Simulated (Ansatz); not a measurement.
CdSe (wurtzite)

```yaml
crystal:
  lattice:
    - [4.38272, 0.00000, 0.00000]
    - [-2.19136, 3.79554, 0.00000]
    - [0.00000, 0.00000, 7.15447]
  atoms:
    - { symbol: Cd, position: [0.66667, 0.33333, 0.00047] }
    - { symbol: Cd, position: [0.33333, 0.66667, 0.50047] }
    - { symbol: Se, position: [0.66667, 0.33333, 0.62473] }
    - { symbol: Se, position: [0.33333, 0.66667, 0.12473] }
```

The slice is a (1 -1 0 0) plane (indices of the conventional cell) through the point (0.667, 0.333, 0.001) (fractional), spanned by u = [110] and v = [001] in vectors of this cell: u (4.38 Å) and v (7.15 Å, at 90° to u). It covers one period; positions are fractions (u, v).

These are PBE (plane waves to 420 eV, PAW, scalar-relativistic; Ansatz, a program for electronic structure) values and carry that method's errors. k mesh 9×9×5. These are valence fields of a PAW run, semicore shells included where kept as valence: close to a nucleus they are smooth pseudo fields. CdSe was relaxed with its symmetry unable to fall.

**Question.** Around which element is the density of the highest valence band (whole band, smooth part) largest on this plane?

**Answer.** Se. Mean over a disc round each atom, of radius 0.45 times the shortest bond: Se 0.081, Cd 0.007 e/Å³.

**Question.** What is the ELF at the density minimum of the shortest Cd–Se line in this plane (2.69 Å)?

**Answer.** 0.27.

**Question.** What is the valence density on the shortest Cd–Se line in this plane (2.69 Å), at its minimum between the atoms?

**Answer.** 0.34 e/Å³.

**Question.** Sketch the electron localisation function (ELF) on this plane as a map.

**Answer.** 
```
|xx*=:.::--::.:=*x|
|#*+-:........:-+*|
|==-:..      ..:-=|
|:.....      .....|
|----:.      .:---|
|%%#*+-.    .-+*#%|
|@@@%#+:    :+#%@@|
|@@@@%*-.  .-*%@@@|
|xx%@@#=.  .=#@@%x|
|xx#@@%=....=%@@#x|
|xx#@@#=....=#@@#x|
|xx%@@#-....-#@@%x|
|%@@@%+:....:+%@@@|
|@@@%#-:....:-#%@@|
|%%%#=:......:=#%%|
|**+=:........:=+*|
|--:.. ...... ..:-|
|       ....      |
|      ......     |
|     .::--::.    |
|    .:-=++=-:.   |
|.....-+****+-....|
|:...:=*####*=:...|
|-::.:=*#%%#*=:.::|
|==-:.-*#%%#*-.:-=|
|**+-.:+####+:.-+*|
|xx*=::=*##*=::=*x|
|xx*=:.:=++=:.:=*x|
```
Scale: ten equal steps from 0.01 (start of ' ') to 0.82 (end of '@'), in the order ' .:-=+*#%@'. Values: electron localisation function (ELF). The map has 17 points along u (one character each, u = 0 at the left) and 28 along v (v = 0 in the bottom row). Points within 0.5 Å of a nucleus are blanked (x), as the pseudised field means little there.
